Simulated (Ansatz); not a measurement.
A vibration from a frozen displacement in YTl

These are results of Ansatz, DFT PBEsol, scalar-relativistic, plane waves, PAW, not measurements. Cutoff 420 eV, Γ-centred 12×12×12 k-points, Gaussian smearing of 0.15 eV. Spin–orbit coupling is left out, which matters for the heavy elements here. No spin polarisation. Energies are free energies at this smearing, counted from the undisturbed cell; pressure is positive in compression.

The undisturbed cell (as given, not relaxed at this level; it stands at -0.7 GPa, and it needn't be the usual structure):

```
Y Tl
1.0
     3.75100    0.00000    0.00000
     0.00000    3.75100    0.00000
     0.00000    0.00000    3.75100
Y Tl
1 1
Direct
  0.50000 0.50000 0.50000
  0.00000 0.00000 0.00000
```

Every Tl atom is moved by x along the Cartesian unit vector (-1.000, 0.000, 0.000); the cell and all other atoms stay fixed. The cell's volume is 52.78 Å³; the moved atoms weigh 204.380 u together and the others 88.906 u. Some rows repeat others by symmetry and weren't run.

| x (Å) | ΔE (meV/cell) | total force on the moved atoms along the move (eV/Å) | pressure (GPa) |
| --- | --- | --- | --- |
| -0.1000 | 11.40 | 0.2297 | -0.5926 |
| -0.0875 | 8.71 | 0.2003 | -0.6227 |
| -0.0750 | 6.39 | 0.1712 | -0.6486 |
| -0.0625 | 4.43 | 0.1423 | -0.6704 |
| -0.0500 | 2.83 | 0.1136 | -0.6883 |
| -0.0375 | 1.59 | 0.0851 | -0.7021 |
| -0.0250 | 0.71 | 0.0566 | -0.7120 |
| -0.0125 | 0.18 | 0.0283 | -0.7179 |
| 0.0000 | 0.00 | 0.0000 | -0.7199 |
| 0.0125 | 0.18 | -0.0283 | -0.7179 |
| 0.0250 | 0.71 | -0.0566 | -0.7120 |
| 0.0375 | 1.59 | -0.0851 | -0.7021 |
| 0.0500 | 2.83 | -0.1136 | -0.6883 |
| 0.0625 | 4.43 | -0.1423 | -0.6704 |
| 0.0750 | 6.39 | -0.1712 | -0.6486 |
| 0.0875 | 8.71 | -0.2003 | -0.6227 |
| 0.1000 | 11.40 | -0.2297 | -0.5926 |

Question: What frequency belongs to this motion?

Answer: The force constant is k = −dF/dx = 2.264 eV/Å², from the parabola through x = -0.0125, 0 and 0.0125. In every cell the moved atoms swing against the rest, so the mass is μ = m₁m₂/(m₁ + m₂) = 61.955 u, and ν̃ = 521.5 cm⁻¹ × √(|k|/μ) = 100 cm⁻¹. To first order in x, and within 1 %, the force on every atom lies along the move and, within each of the two groups, in proportion to the atom's mass, so this is itself a mode at the zone centre of this cell.

Question: How far does the harmonic law reach?

Answer: At x = -0.100 Å, kx²/2 = 11.32 meV against the computed 11.40 meV (+0.7 %): the well is still close to harmonic there.

In a metal these slopes depend on the k mesh and the smearing.